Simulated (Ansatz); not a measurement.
Property card for BAs

BAs:
```
BAs
1.0
    3.42900     0.00000     0.00000
   -1.71450     2.96960     0.00000
    0.00000     0.00000     7.40259
B As
3 3
Direct
  0.50000   0.00000   0.50000
  0.00000   0.50000   0.16667
  0.50000   0.50000   0.83333
  0.50000   0.00000   0.00000
  0.00000   0.50000   0.66667
  0.50000   0.50000   0.33333
```

Space group P6_222 (No. 180); conventional cell a = 3.4290 Å, b = 3.4290 Å, c = 7.4026 Å, α = 90.00°, β = 90.00°, γ = 120.00°.

Method: PBEsol in the plane-wave PAW code Ansatz. The cell and atoms are relaxed at this level. Other levels are named where they apply.

### Cell and energy

- Volume per atom = 12.56 Å³
- Density = 5.67 g/cm³
- Formation energy from the elements (no fitted shifts) = 0.38 eV/atom

### Electronic structure

Band gap: 0.31 eV (indirect)
Valence-band maximum: at Γ
Conduction-band minimum: at M (3 equivalent valleys)
Smallest direct gap on the standard path: 2.10 eV
Electron effective mass: 0.19, 0.32, 0.32 mₑ (principal values)
Electron effective mass with spin–orbit coupling: 0.19, 0.32, 0.32 mₑ (principal values)
Hole effective mass: 0.20, 0.41, 0.41 mₑ (principal values)
HSE06 gap on the PBEsol cell: 0.90 eV
Gap with spin–orbit coupling: 0.31 eV

### Mechanics

- Bulk modulus (Birch–Murnaghan fit): 1470 kbar
- Pressure derivative B′: 4.2
- Elastic constants (relaxed ions, GPa): C11 = 335, C12 = 39.8, C13 = 65.6, C33 = 313, C44 = 169
- Mechanical stability: stable (all eigenvalues of C positive)
- Hill bulk and shear moduli: 147 and 150 GPa
- Young's modulus: 336 GPa
- Poisson's ratio: 0.12
- Debye temperature from the elastic constants: 722 K
- Piezoelectric stress constants (proper, relaxed ions, C/m²): e14 = -0.44, e25 = 0.44

### Dielectric response

* **Electronic dielectric constant ε∞ (DFPT)**: 15.1 (xx = yy), 17.3 (zz)
* **Static dielectric constant ε0 (ions relaxed, cell fixed)**: 15.4 (xx = yy), 17.3 (zz)
* **Born charges (a third of the trace)**: B -0.25, As +0.25 e

### Phonons

Highest zone-centre frequency (without LO–TO term): 664 cm⁻¹
Zone-centre stability: no imaginary mode at Γ

The start of the workflow was typed in or built on a structure type; neither database checked (COD, Materials Project) lists it. It is not the phase usual at ambient conditions (space group No. 216). The cell was relaxed with PBEsol under the symmetry of its start. Its formation energy is positive at this level, so the cell may be metastable or incomplete. Signs of piezoelectric constants follow the polarity of the cell as given. The references are the lowest solids computed at this level, not always the standard phases. Spin–orbit coupling is left out wherever it is not named.

Potentials: the earlier of the program's two PAW sets. The files were generated under PBE; for other functionals the program regenerates the frozen cores, and for LDA and PBEsol the local potential too.
